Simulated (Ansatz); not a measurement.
## Frozen-phonon scan for SiO2 (rutile)

SiO₂ (rutile)

```xyz
6
Lattice="4.1852 0.0000 0.0000 0.0000 4.1852 0.0000 0.0000 0.0000 2.6688" Properties=species:S:1:pos:R:3 pbc="T T T"
Si     2.0926     2.0926     1.3344
Si     0.0000     0.0000     0.0000
O      3.3737     3.3737     1.3344
O      1.2811     2.9041     0.0000
O      2.9041     1.2811     0.0000
O      0.8115     0.8115     1.3344
```

A phonon eigenvector at Γ is frozen into this cell: atom i moves by Q times the vector below, so Q is the largest atomic displacement, in Å. The cell is held.

```csv
atom,x,y,z
O3,0.707,0.707,0.000
O4,-0.707,0.707,0.000
O5,0.707,-0.707,0.000
O6,-0.707,-0.707,0.000
```

Atoms not listed stay in place.

Level of theory: r2SCAN (plane waves to 500 eV, PAW, scalar-relativistic; Ansatz, a program for electronic structure). k mesh 8×8×12 (Γ-centred), Fermi-Dirac smearing 0.05 eV. E stands for the smeared free energy. Compression counts positive. SiO2 was relaxed with its symmetry unable to fall. The zero of ΔE is the undisplaced structure.

| Q (Å) | ΔE (eV/cell) | −dE/dQ from forces (eV/Å) | P (GPa) |
|---|---|---|---|
| -0.180 | 3.594 | 41.071 | 24.5 |
| -0.150 | 2.474 | 33.649 | 16.8 |
| -0.120 | 1.572 | 26.539 | 10.7 |
| -0.090 | 0.879 | 19.682 | 6.0 |
| -0.060 | 0.389 | 13.016 | 2.6 |
| -0.030 | 0.097 | 6.476 | 0.7 |
| 0.000 | 0.000 | 0.000 | 0.0 |
| 0.030 | 0.097 | -6.476 | 0.7 |
| 0.060 | 0.389 | -13.016 | 2.6 |
| 0.090 | 0.879 | -19.682 | 6.0 |
| 0.120 | 1.572 | -26.539 | 10.7 |
| 0.150 | 2.474 | -33.649 | 16.8 |
| 0.180 | 3.594 | -41.071 | 24.5 |

Summary:

The energy at Q = 0.180 Å is 3594 meV/cell. Space group of the distorted cell: Cmmm (No. 65), lowered from P4_2/mnm. Symmetry of the curve: even: the same for both signs. Shape of the curve: a single well with its minimum at or next to zero displacement. Harmonic wavenumber from the curvature (finite differences): 957 cm⁻¹. Wavenumber by perturbation theory (DFPT, on another k mesh): 957 cm⁻¹.

(A displaced cell: forces are minus the slopes of the energy, force constants its curvatures, and phonons follow from these.)
